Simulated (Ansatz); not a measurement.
MoSi2 (MoSi2 type, space group I4/mmm)

```yaml
crystal:
  lattice:
    - [-1.60850, 1.60850, 3.93661]
    - [1.60850, -1.60850, 3.93661]
    - [1.60850, 1.60850, -3.93661]
  atoms:
    - { symbol: Mo, position: [0.00000, 0.00000, 0.00000] }
    - { symbol: Si, position: [0.33511, 0.33511, 0.00000] }
    - { symbol: Si, position: [0.66489, 0.66489, 0.00000] }
```

The relaxed cell is deformed in two ways at once: its volume V is scaled, and at that volume it is stretched along z (the c axis of the conventional cell) so that c/a changes. Fractional atomic positions are held.

Computed with PBE (plane waves to 420 eV, PAW, scalar-relativistic; Ansatz, an electronic-structure program). k mesh 20×20×20 (Γ-centred), Fermi-Dirac smearing 0.05 eV. The energy includes the smearing's −TS. As the atoms are clamped, bonds stretch with the cell, which overstates energies and stresses. With partly filled bands, the response to shear is sensitive to the k mesh, so small differences along c/a are uncertain. MoSi2 is run without spin polarisation. MoSi2 was relaxed with its symmetry unable to fall. The PAW data are Ansatz's earlier set. ΔE is measured from the relaxed starting cell.

### Question
Give the computed ΔE (kJ/mol of atoms) at all points of the grid V/V₀ = 0.960, 0.973, 0.987, 1.000, 1.013, 1.027, 1.040 by (c/a)/(c/a)₀ = 0.880, 0.920, 0.960, 1.000, 1.040, 1.080, 1.120.

### Answer
ΔE (kJ/mol of atoms), with V/V₀ across and (c/a)/(c/a)₀ down:

| (c/a)/(c/a)₀ \ V/V₀ | 0.960 | 0.973 | 0.987 | 1.000 | 1.013 | 1.027 | 1.040 |
|---|---|---|---|---|---|---|---|
| 0.880 | 22.6 | 21.0 | 19.8 | 18.9 | 18.3 | 18.1 | 18.1 |
| 0.920 | 10.3 | 9.1 | 8.3 | 7.8 | 7.6 | 7.7 | 8.0 |
| 0.960 | 3.6 | 2.7 | 2.1 | 1.8 | 1.8 | 2.1 | 2.7 |
| 1.000 | 1.5 | 0.6 | 0.2 | 0.0 | 0.1 | 0.6 | 1.3 |
| 1.040 | 2.8 | 2.1 | 1.6 | 1.5 | 1.7 | 2.2 | 2.9 |
| 1.080 | 7.0 | 6.2 | 5.7 | 5.6 | 5.7 | 6.2 | 6.9 |
| 1.120 | 13.1 | 12.3 | 11.7 | 11.5 | 11.6 | 12.0 | 12.6 |

(A scan under strain: stresses follow from slopes of the energy per volume, elastic moduli from its curvatures.)
